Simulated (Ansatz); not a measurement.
I:
```cif
data_I8
_chemical_formula_sum 'I8'
_space_group_name_H-M_alt 'Cmce'
_space_group_IT_number 64
_space_group_name_Hall '-C 2ac 2'
_cell_length_a 7.34492
_cell_length_b 4.48780
_cell_length_c 9.64209
_cell_angle_alpha 90.000
_cell_angle_beta 90.000
_cell_angle_gamma 90.000
loop_
_atom_site_label
_atom_site_type_symbol
_atom_site_symmetry_multiplicity
_atom_site_Wyckoff_symbol
_atom_site_fract_x
_atom_site_fract_y
_atom_site_fract_z
_atom_site_occupancy
I1 I 8 f 0.00000 0.17143 0.12243 1
```
(The calculation used a cell of 4 atoms; values per cell refer to that cell.)

Relaxed with PBE+D3(BJ).

### Question
Which orbitals make up the states near the band edges in the program Ansatz at the PBE+D3(BJ) level (PAW)?

### Answer
Top 1 eV of the valence band: I 5p 98 %. Bottom 1 eV of the conduction band: I 5p 96 %. Projections are on Löwdin-orthogonalised atomic valence shells; empty p or d shells of many metals are not among them.

### Question
Tabulate the density of states.

### Answer
States/eV per cell of 4 atoms, in 0.25 eV bins, energy from the valence-band maximum.

| E (eV) | total | I 5p | I 5s |
|---|---|---|---|
| -7.88 | 0.00 | 0.00 | 0.00 |
| -7.63 | 0.00 | 0.00 | 0.00 |
| -7.38 | 0.00 | 0.00 | 0.00 |
| -7.13 | 0.00 | 0.00 | 0.00 |
| -6.88 | 0.00 | 0.00 | 0.00 |
| -6.63 | 0.00 | 0.00 | 0.00 |
| -6.38 | 0.00 | 0.00 | 0.00 |
| -6.13 | 0.00 | 0.00 | 0.00 |
| -5.88 | 0.00 | 0.00 | 0.00 |
| -5.63 | 0.00 | 0.00 | 0.00 |
| -5.38 | 0.00 | 0.00 | 0.00 |
| -5.13 | 0.00 | 0.00 | 0.00 |
| -4.88 | 0.71 | 0.70 | 0.01 |
| -4.63 | 5.05 | 4.94 | 0.07 |
| -4.38 | 4.65 | 4.52 | 0.10 |
| -4.13 | 2.20 | 2.11 | 0.07 |
| -3.88 | 1.60 | 1.53 | 0.07 |
| -3.63 | 1.81 | 1.74 | 0.06 |
| -3.38 | 3.02 | 2.93 | 0.08 |
| -3.13 | 3.39 | 3.30 | 0.07 |
| -2.88 | 3.45 | 3.36 | 0.07 |
| -2.63 | 3.44 | 3.34 | 0.07 |
| -2.38 | 3.75 | 3.66 | 0.06 |
| -2.13 | 4.83 | 4.73 | 0.07 |
| -1.88 | 5.48 | 5.37 | 0.06 |
| -1.63 | 4.82 | 4.73 | 0.05 |
| -1.38 | 5.95 | 5.81 | 0.08 |
| -1.13 | 5.65 | 5.52 | 0.07 |
| -0.88 | 5.82 | 5.72 | 0.05 |
| -0.63 | 6.55 | 6.45 | 0.05 |
| -0.38 | 5.93 | 5.84 | 0.05 |
| -0.13 | 1.90 | 1.86 | 0.02 |
| 0.12 | 0.00 | 0.00 | 0.00 |
| 0.37 | 0.00 | 0.00 | 0.00 |
| 0.62 | 0.00 | 0.00 | 0.00 |
| 0.87 | 0.76 | 0.72 | 0.02 |
| 1.12 | 2.36 | 2.24 | 0.07 |
| 1.37 | 4.55 | 4.36 | 0.08 |
| 1.62 | 4.49 | 4.34 | 0.05 |
| 1.87 | 2.84 | 2.77 | 0.02 |
| 2.12 | 0.99 | 0.97 | 0.01 |
| 2.37 | 0.00 | 0.00 | 0.00 |
| 2.62 | 0.00 | 0.00 | 0.00 |
| 2.87 | 0.00 | 0.00 | 0.00 |
| 3.12 | 0.00 | 0.00 | 0.00 |
| 3.37 | 0.00 | 0.00 | 0.00 |
| 3.62 | 0.00 | 0.00 | 0.00 |
| 3.87 | 0.00 | 0.00 | 0.00 |
| 4.12 | 0.00 | 0.00 | 0.00 |
| 4.37 | 0.00 | 0.00 | 0.00 |
| 4.62 | 0.01 | 0.00 | 0.00 |
| 4.87 | 0.24 | 0.00 | 0.00 |
| 5.12 | 0.66 | 0.01 | 0.00 |
| 5.37 | 1.51 | 0.01 | 0.00 |
| 5.62 | 2.83 | 0.02 | 0.00 |

The cell was relaxed with PBE+D3(BJ) under the symmetry of its start. Spin–orbit coupling is left out wherever it is not named.

Potentials: the earlier of the program's two PAW sets.
